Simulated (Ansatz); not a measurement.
MoRu:
```cif
data_MoRu
_chemical_formula_sum 'Mo1 Ru1'
_space_group_name_H-M_alt 'P-6m2'
_space_group_IT_number 187
_space_group_name_Hall 'P -6 2'
_cell_length_a 2.73949
_cell_length_b 2.73949
_cell_length_c 4.40104
_cell_angle_alpha 90.000
_cell_angle_beta 90.000
_cell_angle_gamma 120.000
loop_
_atom_site_label
_atom_site_type_symbol
_atom_site_symmetry_multiplicity
_atom_site_Wyckoff_symbol
_atom_site_fract_x
_atom_site_fract_y
_atom_site_fract_z
_atom_site_occupancy
Mo1 Mo 1 e 0.66667 0.33333 0.00000 1
Ru1 Ru 1 d 0.33333 0.66667 0.50000 1
```

Relaxed at zero pressure with DFT-PBEsol in the program Ansatz with PAW potentials.

Task: The volume is lowered by 6 % and shape and atoms relax at that volume. What pressure results, and how do the axes share the change?

Result: 21.4 GPa; a -2.1 %, b -2.1 %, c -1.9 %; the energy rises by 54 meV/atom.

Task: Give the new structure.

Result: 
Space group P-6m2 (No. 187); a = b = 2.6819 Å, c = 4.3167 Å, α = β = 90.00°, γ = 120.00°

```tsv
atom	site	symmetry	x	y	z
Mo	1e	-6m2	0.6667	0.3333	0.0000
Ru	1d	-6m2	0.3333	0.6667	0.5000
```

The phase is kept; no other phase was compared at this pressure.

The first step of the workflow began from a Materials Project structure, measured or hypothetical; the Crystallography Open Database copy checked does not list it. With Mo and Ru taken as one species the cell has the higher symmetry P6_3/mmc, so it may be an ordered model of a mixed-site phase. Its standing as an ambient phase is unchecked. The PBEsol relaxation kept the symmetry of its start; of distortions, only those at the zone centre were tested. No spin polarisation was allowed. Axis ratios of metals converge slowly with the k-mesh, so a and c are less sure than the volume.

Potentials: the later of the program's two PAW sets.
